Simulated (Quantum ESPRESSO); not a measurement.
Inputs of pw.x and gipaw.x (a modified build of Quantum ESPRESSO, PBE) for MgO; the starting potential comes from an earlier run on another mesh:

```
&CONTROL
  calculation = 'scf'
  prefix = 'x'
  pseudo_dir = './pseudo'
  outdir = './out'
  tprnfor = .true.
/
&SYSTEM
  ibrav = 0
  nat = 2
  ntyp = 2
  ecutwfc = 45
  ecutrho = 180
  occupations = 'fixed'
  nbnd = 8
/
&ELECTRONS
  conv_thr = 1e-11
  startingpot = 'file'
/
ATOMIC_SPECIES
Mg 24.305 Mg.GGA_PBE-JTH.UPF
O 15.999 O.GGA_PBE-JTH.UPF
CELL_PARAMETERS angstrom
    0.000000000000     2.097000000000     2.097000000000
    2.097000000000     0.000000000000     2.097000000000
    2.097000000000     2.097000000000     0.000000000000
ATOMIC_POSITIONS crystal
Mg     0.000000000000     0.000000000000     0.000000000000
O      0.500000000000     0.500000000000     0.500000000000
K_POINTS automatic
6 6 6 1 1 1
```

```
&INPUTGIPAW
  job = 'nmr'
  prefix = 'x'
  tmp_dir = './out/'
  restart_mode = 'from_scratch'
  pawproj(1) = .true.
  pawproj(2) = .true.
  use_nmr_macroscopic_shape = .false.
/
```

The cell comes from the Materials Project (a computed structure). It is MgO in Fm-3m. Stability against distortions was not tested.

Predict the shielding tensors that the run ends with.


```
     f-sum rule (should be    -9.0966):
            -9.0968         -0.0000         -0.0000
            -0.0000         -9.0968         -0.0000
            -0.0000         -0.0000         -9.0968

     Total NMR chemical shifts in ppm: ---------------------------------------
     (adopting the Simpson convention for anisotropy and asymmetry)-----------

     Atom  1  Mg  pos: (  0.000000  0.000000  0.000000)  Total sigma:         522.26
           522.2639          0.0000          0.0000
             0.0000        522.2639         -0.0000
            -0.0000         -0.0000        522.2639

     Mg      1    anisotropy:     -0.00    eta:    0.0000
     Mg      1    sigma_11=    522.26
     Mg      1    sigma_22=    522.26
     Mg      1    sigma_33=    522.26

     Atom  2  O   pos: (  0.707107  0.707107  0.707107)  Total sigma:         189.54
           189.5448         -0.0000          0.0000
            -0.0000        189.5448          0.0000
             0.0000          0.0000        189.5448

     O       2    anisotropy:     -0.00    eta:    0.0000
     O       2    sigma_11=    189.54
     O       2    sigma_22=    189.54
     O       2    sigma_33=    189.54
```
The printed anisotropy is 3/2 (σ_33 − σ_iso) in the program's own order; the axes are left out here. All sites are cubic, so the anisotropy vanishes by symmetry. These are absolute shieldings with no macroscopic susceptibility term; δ = σ_ref − σ needs a reference computed alike. By our sweeps, such settings leave a few ppm in absolute σ. The datasets of Mg hold no d projectors, which limits absolute σ on these atoms. The structure is static (0 K, no zero-point motion).
